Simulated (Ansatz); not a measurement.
The relaxed structure here is a generated cell of In2O3: the first start was made by placing the elements on the sites of a structure type, and the end was not matched to a known phase here, so it may be hypothetical. Known forms of In2O3 include space group No. 206.

A structure of In$_{2}$O$_{3}$ relaxed with r2SCAN (plane waves to 500 eV, PAW, scalar-relativistic; Ansatz, an electronic-structure program); single points at other levels follow on the same geometry (Ansatz, PAW; HSE06 at 420 eV on a 3×7×2 k-mesh; no spin-orbit coupling). Space group Pnma (No. 62).

In2O3 is modelled in the orthorhombic space group Pnma (No. 62), Pearson symbol oP20. Conventional cell: a = 7.605 Å, b = 3.081 Å, c = 10.190 Å, α = β = γ = 90.00°. In1 on 4c has 6 O at 2.142–2.216 Å (octahedral). In2 on 4c is coordinated by 2 O at 2.166 Å and 5 O at 2.304–2.356 Å. O1 on 4c is coordinated by 4 In at 2.142–2.187 Å. O2 on 4c has 2 In at 2.216 Å and 3 In at 2.341–2.356 Å. O3 on 4c sees 2 In at 2.162 Å and 2 In at 2.304 Å. (Neighbours: up to the widest gap in distance over summed covalent radii, below 1.35, at either atom; cation-cation and far metal-metal contacts left out.)

```csv
level,gap (eV),kind,conduction minimum
r2SCAN,1.12,indirect,Γ
HSE06,___,–,___
```

Problem. Some entries are withheld; supply them.

Solution. 
- HSE06, gap (eV): 2.01
- HSE06, conduction minimum: Γ

HSE06 gaps come from a coarse mesh plus a few chosen points, so they may be too large. For this cell size the semilocal gaps come from the SCF mesh and high-symmetry points. No spin polarisation in the result.

The run could not lose the symmetry of its start, so the end can be a saddle point.
